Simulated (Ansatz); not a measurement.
BeS:
```
BeS
1.0
    3.43939     0.00000     0.00000
   -1.71969     2.97860     0.00000
    0.00000     0.00000     5.66716
Be S
2 2
Direct
  0.66667   0.33333   0.99966
  0.33333   0.66667   0.49966
  0.66667   0.33333   0.62554
  0.33333   0.66667   0.12554
```

Relaxed with PBE. The program Ansatz at the PBE level (PAW) gives a gap of 3.71 eV.

Task: What gap does HSE06 give on the same cell (Ansatz, PAW)?

Result: 4.67 eV, 0.96 eV more. The hybrid was solved on a coarser mesh and at special points; its gap is the smallest among all of these.

```tsv
k	v1 PBE	c1 PBE	v1 HSE06	c1 HSE06
Γ	0.00	5.08	(withheld)	(withheld)
A	-0.62	5.40	-0.67	6.55
K	-2.90	3.71	-3.15	4.67
H	-1.58	5.41	(withheld)	(withheld)
M	-1.09	4.05	(withheld)	(withheld)
L	-1.96	4.14	(withheld)	(withheld)
```

Task: Top valence (v1) and lowest conduction level (c1) in eV from each method's valence maximum (which need not be a listed point): supply the withheld HSE06 values.

Result: 
- M, v1 HSE06: -1.19
- M, c1 HSE06: 5.06
- L, v1 HSE06: -2.13
- L, c1 HSE06: 5.16
- H, v1 HSE06: -1.72
- H, c1 HSE06: 6.54
- Γ, v1 HSE06: 0.00
- Γ, c1 HSE06: 6.20

Cost on shared cores: the PBE run (SCF on a 9×9×5 mesh, then bands and DOS) around 15 core-seconds (rough), the HSE06 run (SCF on 7×7×4, then a few points) very roughly 80 core-seconds; the tasks are unlike.

Space group P6_3mc (wurtzite). The cell is a constructed one: a structure type filled with these elements; neither database checked (COD, Materials Project) lists it. COD files the formula under space group No. 216, so this cell is another polymorph or a model. Its standing as an ambient phase is unchecked. Symmetry was held in the PBE relaxation; phonons on a q-mesh show no instability.

Potentials: the later of the program's two PAW sets.
